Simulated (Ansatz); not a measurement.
RbZn₄As₃:
```xyz
8
Lattice="4.1485 0.0000 0.0000 0.0000 4.1485 0.0000 0.0000 0.0000 10.4215" Properties=species:S:1:pos:R:3 pbc="T T T"
Rb     0.0000     0.0000     5.2108
Zn     0.0000     2.0742     1.6401
Zn     2.0742     0.0000     1.6401
Zn     0.0000     2.0742     8.7814
Zn     2.0742     0.0000     8.7814
As     2.0742     2.0742     3.0131
As     2.0742     2.0742     7.4085
As     0.0000     0.0000     0.0000
```

Relaxed with r²SCAN. Independent-particle spectrum: no excitons, no local fields, no scissors shift; 0.1 eV broadening; ε₁ of the summed bands alone.

Task: Tabulate the dielectric function from DFT-r²SCAN in the program Ansatz with PAW potentials.

Result: 

```csv
E (eV),ε₁ xx,ε₂ xx,ε₁ zz,ε₂ zz
0.0,11.40,0.00,10.43,0.00
0.4,11.46,0.43,10.56,0.00
0.8,11.74,0.16,10.98,0.03
1.2,12.83,0.21,11.82,0.09
1.6,14.30,1.22,13.34,1.10
2.0,15.66,3.14,14.47,1.90
2.4,20.31,4.31,18.98,4.49
2.8,15.26,15.04,15.61,10.68
3.2,14.31,13.91,14.96,14.56
3.6,9.46,22.04,9.10,15.88
4.0,1.73,19.31,9.97,15.08
4.4,-2.71,16.19,-1.74,30.73
4.8,-3.20,13.48,-8.55,9.57
5.2,-4.96,9.60,-3.84,5.54
5.6,-5.33,7.42,-2.86,7.86
6.0,-4.90,5.11,-5.23,6.62
6.4,-3.88,4.06,-3.90,3.16
6.8,-3.44,4.32,-3.01,3.24
7.2,-3.33,2.85,-2.20,2.87
7.6,-2.56,2.22,-2.01,2.79
8.0,-2.18,2.22,-2.07,2.32
8.4,-1.94,1.72,-1.74,1.67
8.8,-1.58,1.38,-1.07,1.81
9.2,-1.25,1.33,-1.02,1.77
9.6,-1.07,1.42,-1.18,1.80
10.0,-1.08,1.20,-1.25,1.40
10.4,-0.93,1.01,-1.00,1.04
10.8,-0.77,0.82,-0.77,0.96
11.2,-0.52,0.72,-0.68,0.79
11.6,-0.38,0.69,-0.45,0.67
12.0,-0.22,0.67,-0.23,0.67
```

Task: From ε at 1.7 eV (xx: 14.79 + 1.56i), find n, k, the normal reflectivity and the absorption coefficient.

Result: n = 3.85, k = 0.203, R = 35 %, α = 2kE/ħc = 35000 cm⁻¹.

With all bands, ε∞ without local fields is 11.5 (xx = yy), 10.5 (zz).

Space group P4/mmm. The workflow started from an entry of the Crystallography Open Database (COD, 200 K). Whether it is the stable phase at ambient conditions was not checked. The r²SCAN relaxation kept the symmetry of its start; its stability against distortions is not shown here. Spin–orbit coupling is left out wherever it is not named.

Potentials: the later of the program's two PAW sets.
